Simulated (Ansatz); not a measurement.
BN:
Space group R3m, hexagonal axes (No. 160); a = 2.498 Å, b = 2.498 Å, c = 9.876 Å, α = 90.00°, β = 90.00°, γ = 120.00°

```
atom  site  symmetry       x       y       z
----  ----  --------  ------  ------  ------
B       3a        3m  0.0000  0.0000  0.9997
N       3a        3m  0.0000  0.0000  0.3328
```
(The calculation used a cell of 2 atoms; values per cell refer to that cell.)

Relaxed with r²SCAN+D4.

Task: Which orbitals make up the states near the band edges in DFT-r²SCAN+D4 in the program Ansatz with PAW potentials?

Result: Top 1 eV of the valence band: N 2p 90 %, B 2p 9 %. Bottom 1 eV of the conduction band: B 2p 86 %, N 2p 9 %. Projections are on Löwdin-orthogonalised atomic valence shells; empty p or d shells of many metals are not among them.

Task: Tabulate the density of states.

Result: States/eV per cell of 2 atoms, in 0.25 eV bins, energy from the valence-band maximum.

| E (eV) | total | N 2p | B 2p | B 2s |
|---|---|---|---|---|
| -7.85 | 0.38 | 0.25 | 0.06 | 0.05 |
| -7.60 | 0.34 | 0.22 | 0.05 | 0.05 |
| -7.35 | 0.40 | 0.26 | 0.05 | 0.06 |
| -7.10 | 0.42 | 0.28 | 0.06 | 0.07 |
| -6.85 | 0.43 | 0.28 | 0.07 | 0.06 |
| -6.60 | 0.44 | 0.29 | 0.07 | 0.06 |
| -6.35 | 0.50 | 0.32 | 0.10 | 0.06 |
| -6.10 | 0.54 | 0.34 | 0.12 | 0.05 |
| -5.85 | 0.59 | 0.37 | 0.15 | 0.05 |
| -5.60 | 0.63 | 0.40 | 0.16 | 0.05 |
| -5.35 | 0.73 | 0.46 | 0.20 | 0.05 |
| -5.10 | 0.76 | 0.48 | 0.22 | 0.04 |
| -4.85 | 0.73 | 0.47 | 0.21 | 0.04 |
| -4.60 | 0.91 | 0.59 | 0.27 | 0.04 |
| -4.35 | 1.31 | 0.86 | 0.40 | 0.03 |
| -4.10 | 1.01 | 0.66 | 0.31 | 0.02 |
| -3.85 | 0.82 | 0.54 | 0.25 | 0.02 |
| -3.60 | 0.79 | 0.53 | 0.23 | 0.02 |
| -3.35 | 0.82 | 0.55 | 0.24 | 0.02 |
| -3.10 | 0.71 | 0.49 | 0.20 | 0.01 |
| -2.85 | 0.77 | 0.54 | 0.21 | 0.01 |
| -2.60 | 0.70 | 0.50 | 0.19 | 0.01 |
| -2.35 | 0.69 | 0.50 | 0.18 | 0.01 |
| -2.10 | 0.69 | 0.51 | 0.17 | 0.00 |
| -1.85 | 0.69 | 0.52 | 0.16 | 0.00 |
| -1.60 | 0.72 | 0.56 | 0.16 | 0.00 |
| -1.35 | 0.62 | 0.50 | 0.12 | 0.00 |
| -1.10 | 0.60 | 0.50 | 0.09 | 0.00 |
| -0.85 | 0.63 | 0.54 | 0.08 | 0.00 |
| -0.60 | 0.56 | 0.49 | 0.06 | 0.00 |
| -0.35 | 0.40 | 0.37 | 0.03 | 0.00 |
| -0.10 | 0.25 | 0.24 | 0.01 | 0.00 |
| 0.15 | 0.00 | 0.00 | 0.00 | 0.00 |
| 0.40 | 0.00 | 0.00 | 0.00 | 0.00 |
| 0.65 | 0.00 | 0.00 | 0.00 | 0.00 |
| 0.90 | 0.00 | 0.00 | 0.00 | 0.00 |
| 1.15 | 0.00 | 0.00 | 0.00 | 0.00 |
| 1.40 | 0.00 | 0.00 | 0.00 | 0.00 |
| 1.65 | 0.00 | 0.00 | 0.00 | 0.00 |
| 1.90 | 0.00 | 0.00 | 0.00 | 0.00 |
| 2.15 | 0.00 | 0.00 | 0.00 | 0.00 |
| 2.40 | 0.00 | 0.00 | 0.00 | 0.00 |
| 2.65 | 0.00 | 0.00 | 0.00 | 0.00 |
| 2.90 | 0.00 | 0.00 | 0.00 | 0.00 |
| 3.15 | 0.00 | 0.00 | 0.00 | 0.00 |
| 3.40 | 0.00 | 0.00 | 0.00 | 0.00 |
| 3.65 | 0.00 | 0.00 | 0.00 | 0.00 |
| 3.90 | 0.00 | 0.00 | 0.00 | 0.00 |
| 4.15 | 0.00 | 0.00 | 0.00 | 0.00 |
| 4.40 | 0.00 | 0.00 | 0.00 | 0.00 |
| 4.65 | 0.00 | 0.00 | 0.00 | 0.00 |
| 4.90 | 0.12 | 0.01 | 0.10 | 0.00 |
| 5.15 | 0.29 | 0.03 | 0.24 | 0.00 |
| 5.40 | 0.58 | 0.05 | 0.51 | 0.00 |
| 5.65 | 0.59 | 0.06 | 0.51 | 0.00 |
| 5.90 | 0.68 | 0.08 | 0.55 | 0.01 |
| 6.15 | 0.52 | 0.07 | 0.39 | 0.01 |
| 6.40 | 0.44 | 0.07 | 0.30 | 0.01 |
| 6.65 | 0.41 | 0.07 | 0.26 | 0.02 |
| 6.90 | 0.40 | 0.07 | 0.24 | 0.02 |
| 7.15 | 0.38 | 0.07 | 0.22 | 0.02 |
| 7.40 | 0.39 | 0.08 | 0.21 | 0.02 |
| 7.65 | 0.40 | 0.08 | 0.21 | 0.02 |
| 7.90 | 0.44 | 0.09 | 0.22 | 0.03 |
| 8.15 | 0.54 | 0.10 | 0.25 | 0.04 |
| 8.40 | 0.39 | 0.09 | 0.18 | 0.03 |
| 8.65 | 0.26 | 0.07 | 0.12 | 0.01 |
| 8.90 | 0.25 | 0.07 | 0.12 | 0.01 |
| 9.15 | 0.27 | 0.07 | 0.12 | 0.02 |
| 9.40 | 0.29 | 0.06 | 0.12 | 0.03 |

The first step of the workflow began from a Materials Project structure, measured or hypothetical; the Crystallography Open Database copy checked does not list it. It is not the phase usual at ambient conditions (space group No. 186, 194, 216). Symmetry was held in the r²SCAN+D4 relaxation; its stability against distortions is not shown here.

Potentials: the later of the program's two PAW sets.
